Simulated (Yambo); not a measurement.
NaAuO2 (space group C2/m, No. 12) under isotropic strain of +1 % on all lattice vectors; a = b = 3.6748 Å, c = 6.2063 Å, α = β = 116.24°, γ = 48.91°. With the G0W0 scissor the direct gap on the mesh is 3.58 eV. Axes are Cartesian, with cell vectors (Å) (3.35, -1.52, -0.02), (3.35, 1.52, -0.02), (-2.98, 0.00, 5.44).

Problem. Does this run resolve the lowest exciton, and if so, what are its energy and binding? (Yambo, PBEsol bands; 8×8×4 mesh, 7 valence and 3 conduction bands, static screening with 39 bands and a 4 Ry block, scissor 2.03 eV, Tamm-Dancoff.)

Solution. The mesh holds a bound state, but the numbers are provisional. These are vertical excitations (zero momentum); the indirect quasiparticle gap, about 3.03 eV, is smaller than the direct one (3.94 eV on the GW mesh). The lowest state lies at 2.27 eV (dark for light along x), the direct quasiparticle gap on this mesh at 3.58 eV. Its binding energy, counted from that gap, is 1.31 eV; it spreads over about 110 k points of the mesh. Convergence with the mesh was not shown. The first optically allowed state is at 3.17 eV. The scissor comes from a G0W0 run whose convergence isn't established. Without spin-orbit coupling, band edges of such heavy elements can be off by tenths of an eV.

Geometry strained from the cell relaxed with PBEsol, atoms relaxed again.

The structure is a Materials Project entry; no match was found in the copy of COD used, and its stability was not checked.
